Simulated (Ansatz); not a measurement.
CoMo (rock salt, Fm-3m) under volume change, the program Ansatz at the r²SCAN level (PAW), scaled uniformly.

| V (Å³/atom) | E − E(relaxed) (meV/atom) | P (GPa) |
|---|---|---|
| 12.739 | 94.7 | 26.21 |
| 13.158 | ___ | ___ |
| 13.578 | 9.4 | 7.36 |
| 13.998 | 0.0 | -0.01 |
| 14.418 | 8.4 | -6.26 |
| 14.838 | ___ | ___ |
| 15.258 | 68.3 | -16.01 |

Complete the blanks.


- 13.158, E − E(relaxed) (meV/atom): 39.7
- 13.158, P (GPa): 16.03
- 14.838, E − E(relaxed) (meV/atom): 32.0
- 14.838, P (GPa): -11.55

What does a third-order Birch–Murnaghan fit give for V₀, B₀ and B′?

V₀ = 14.00 Å³/atom, B₀ = 225 GPa, B′ = 4.5.

The start of the workflow was typed in or built on a structure type; neither database checked (COD, Materials Project) lists it. Whether it is the stable phase at ambient conditions was not checked. The cell was relaxed with r²SCAN under the symmetry of its start. At this level the phase is mechanically unstable. The final state is ferromagnetic, the only order run, not a proven ground state. Its formation energy is positive at this level, so the cell may be metastable or incomplete. Other orbital occupations within this spin state were not tried.

Potentials: the earlier of the program's two PAW sets.
